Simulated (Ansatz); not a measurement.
Level of theory: DFT PBE, scalar-relativistic, plane waves, PAW in Ansatz. Settings: cutoff 420 eV, Γ-centred meshes spaced at most about 0.3 Å⁻¹, and about 0.25 Å⁻¹ or finer for metals (2π included), Gaussian smearing. No spin polarisation in the final relaxations.

These are static total energies at zero pressure.

Two forms of Mg2Ge3N were relaxed alike.

A.

```
Mg Ge N
1.0
     3.12278    0.00000    0.00000
    -1.56139    2.70441    0.00000
     0.00000    0.00000   12.13323
Mg Ge N
2 3 1
Direct
  0.66667 0.33333 0.30725
  0.33333 0.66667 0.69275
  0.66667 0.33333 0.88861
  0.33333 0.66667 0.11139
  0.00000 0.00000 0.50000
  0.00000 0.00000 0.00000
```

B.

```
Mg Ge N
1.0
     5.05899    0.00000    0.00000
    -2.52949    4.38121    0.00000
     0.00000    0.00000    5.28781
Mg Ge N
2 3 1
Direct
  0.33333 0.66667 0.00000
  0.66667 0.33333 0.00000
  0.50000 0.00000 0.50000
  0.00000 0.50000 0.50000
  0.50000 0.50000 0.50000
  0.00000 0.00000 0.00000
```

Task: Which would you expect to be lower, and how large is the difference?

Result: A is lower, by 0.60 eV/atom. A has space group P-3m1 (No. 164), 17.1 Å³/atom and no gap on its mesh; B has space group P6/mmm (No. 191), 19.5 Å³/atom and no gap. B holds Ge–Ge nets (shortest 2.53 Å); in A the shortest Ge–Ge distance is 3.12 Å. The denser one is the lower, and pressure would at first widen the difference. Even the lower one lies +0.26 eV/atom against the reference forms of the elements (uncorrected), so neither is stable at this level. In A, Mg has 6 Ge at 2.95–2.98 Å and 6 Mg at 3.12 Å; around Ge on a site of symmetry 3m lie 3 N at 2.25 Å and 3 Mg at 2.98 Å; N has 6 Ge at 2.25 Å; 1 more site not described. In B, Mg is surrounded by 3 Mg at 2.92 Å, 3 N at 2.92 Å and 6 Ge at 3.02 Å; Ge has 4 Ge at 2.53 Å and 4 Mg at 3.02 Å; around N lie 6 Mg at 2.92 Å. Both come from invented guesses.

A magnetic state wasn't ruled out in cells without spin, among them P6/mmm. Cells relaxed within their symmetry can be saddle points.
